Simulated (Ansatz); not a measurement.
Consider the following.

ZnAu (CsCl type)

```yaml
crystal:
  lattice:
    - [6.37355, 0.00000, 0.00000]
    - [0.00000, 3.18677, 0.00000]
    - [0.00000, 0.00000, 3.18677]
  atoms:
    - { symbol: Zn, position: [0.25000, 0.50000, 0.50000] }
    - { symbol: Zn, position: [0.75000, 0.50000, 0.50000] }
    - { symbol: Au, position: [0.00000, 0.00000, 0.00000] }
    - { symbol: Au, position: [0.50000, 0.00000, 0.00000] }
```

A phonon eigenvector at X = (0.5, 0.0, 0.0) is frozen into this cell: atom i moves by Q times the vector below, so Q is the largest atomic displacement, in Å. The cell is held. It is one choice among 2 degenerate patterns. (q is in reciprocal vectors of the primitive cell; the cell shown is doubled to hold the pattern.)

| atom | x | y | z |
|---|---|---|---|
| Au3 | 0.000 | 0.000 | -1.000 |
| Au4 | 0.000 | 0.000 | 1.000 |

Atoms not listed stay in place.

Computed with PBE (plane waves to 420 eV, PAW, scalar-relativistic; Ansatz, a first-principles code). k mesh 8×15×15 (Γ-centred), Fermi-Dirac smearing 0.05 eV. E stands for the smeared free energy. With partly filled bands, energies and forces of such displacements shift with the k mesh and the smearing. Spin-orbit coupling is left out, though Au is heavy. ZnAu was relaxed with its symmetry unable to fall. The zero of ΔE is the undisplaced structure.

The scan covers Q from -0.100 to 0.100 Å in 13 points.

Problem. Is this a single well or a double well?

Solution. A single well with its minimum at or next to zero displacement.

Problem. Which space group does the distorted structure have?

Solution. Pmma (No. 51), lowered from Pm-3m.

Problem. What is the energy change at Q = 0.100 Å?

Solution. 18.1 meV/cell.

Problem. What harmonic wavenumber does the curvature at Q = 0 give?

Solution. 49 cm⁻¹.

(For displaced atoms, the force is minus the slope of the energy, and its curvature is a force constant, which sets phonon frequencies.)
